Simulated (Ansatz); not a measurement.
Is this Sn3GeO4 structure stable?

It was reached by relaxing an invented guess, and it needn't be the stable form of this composition.

Level of theory: Ansatz, DFT PBE, scalar-relativistic, plane waves, PAW. Cutoff 420 eV, Γ-centred 6×6×6 mesh (8-atom cell), Gaussian smearing of 0.02 eV, no spin polarisation.

```cif
data_structure
_symmetry_space_group_name_H-M 'P 1'
_symmetry_Int_Tables_number 1
_cell_length_a 5.1774
_cell_length_b 5.5491
_cell_length_c 5.7678
_cell_angle_alpha 92.170
_cell_angle_beta 90.229
_cell_angle_gamma 90.810
_cell_volume 165.57
loop_
_atom_site_label
_atom_site_type_symbol
_atom_site_fract_x
_atom_site_fract_y
_atom_site_fract_z
_atom_site_occupancy
Sn1 Sn 0.94329 0.54517 0.22117 1
Sn2 Sn 0.44832 0.97808 0.21661 1
Sn3 Sn 0.43961 0.45504 0.77300 1
Ge1 Ge 0.94032 0.04088 0.80090 1
O1 O 0.80616 0.35111 0.91095 1
O2 O 0.31949 0.62636 0.09517 1
O3 O 0.81790 0.87946 0.07433 1
O4 O 0.28490 0.12390 0.90788 1
```

The zero of energy is the elements' standard structures at the same level (O₂ as a molecule); no fitted shifts are applied. The references include grey tin.

Task: These tests were run: energy against the elements; phonons at Γ. What do they show?

Result:

```csv
test,result
energy against the elements,−1.238 eV/atom
phonons at Γ,lowest optical mode 71 cm⁻¹
```

It fails none of these tests. Other phases of the system weren't compared here, so this isn't yet thermodynamic stability. Phonons away from Γ weren't computed.

Weakly bound directions are ill-defined at this level, which has no dispersion term. The run for the phonons used a 6×6×6 k mesh.
